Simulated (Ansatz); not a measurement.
WSe₂:
Space group P6₃/mmc (No. 194); a = b = 3.279 Å, c = 12.782 Å, α = β = 90.00°, γ = 120.00°

```tsv
atom	site	symmetry	x	y	z
W	2c	-6m2	0.3333	0.6667	0.2500
Se	4f	3m.	0.6667	0.3333	0.1182
```

Relaxed at zero pressure with the program Ansatz at the PBE+D3(BJ) level (PAW).

Task: The volume is lowered by 9 % and shape and atoms relax at that volume. What pressure results, and how do the axes share the change?

Result: 7.2 GPa; a -2.1 %, b -2.1 %, c -5.0 %; the energy rises by 35 meV/atom.

Task: Give the new structure.

Result: 
Space group P6₃/mmc (No. 194); a = 3.210 Å, b = 3.210 Å, c = 12.138 Å, α = 90.00°, β = 90.00°, γ = 120.00°

| atom | site | symmetry | x | y | z |
|---|---|---|---|---|---|
| W | 2c | -6m2 | 0.3333 | 0.6667 | 0.2500 |
| Se | 4f | 3m. | 0.6667 | 0.3333 | 0.1106 |

The phase is kept; no other phase was compared at this pressure.

Space group P6_3/mmc. The PBE+D3(BJ) relaxation kept the symmetry of its start. No spin polarisation was allowed. Scalar-relativistic: spin–orbit coupling is off unless named, which matters more the heavier the elements.

Potentials: the earlier of the program's two PAW sets.
